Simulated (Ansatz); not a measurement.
AlBi2Se3 in space group P-3m1 (No. 164; Se on 2d, Bi on 2d, Se on 1a, Al on 1b) at seven volumes, PBE+D3(BJ) (plane waves, PAW; program Ansatz), shape and atoms relaxed at each. One row is withheld.

```
V (Å³/atom)  P (GPa)
-----------  -------
21.668             ?
22.382          4.59
23.097          2.10
23.811          0.00
24.525         -1.76
25.240         -3.21
25.954         -4.43
```

Question: Fit the shown pressures and predict the withheld one.

Answer: P = (3/2)B₀(x^(7/2) − x^(5/2))[1 + (3/4)(B′ − 4)(x − 1)] with x = (V₀/V)^(2/3). Least squares on the six rows gives V₀ = 23.811 Å³/atom, B₀ = 63.7 GPa, B′ = 4.97. At V = 21.668, x = 1.0649 and P = 7.60 GPa. The run itself gave 7.52 GPa.

A made-up cell: these elements were put on the sites of a structure type; neither database checked (COD, Materials Project) lists it. Its standing as an ambient phase is unchecked. Symmetry was held in the PBE+D3(BJ) relaxation; of distortions, only those at the zone centre were tested, and some modes there are weakly imaginary. Spin–orbit coupling is left out wherever it is not named.

Potentials: the later of the program's two PAW sets.
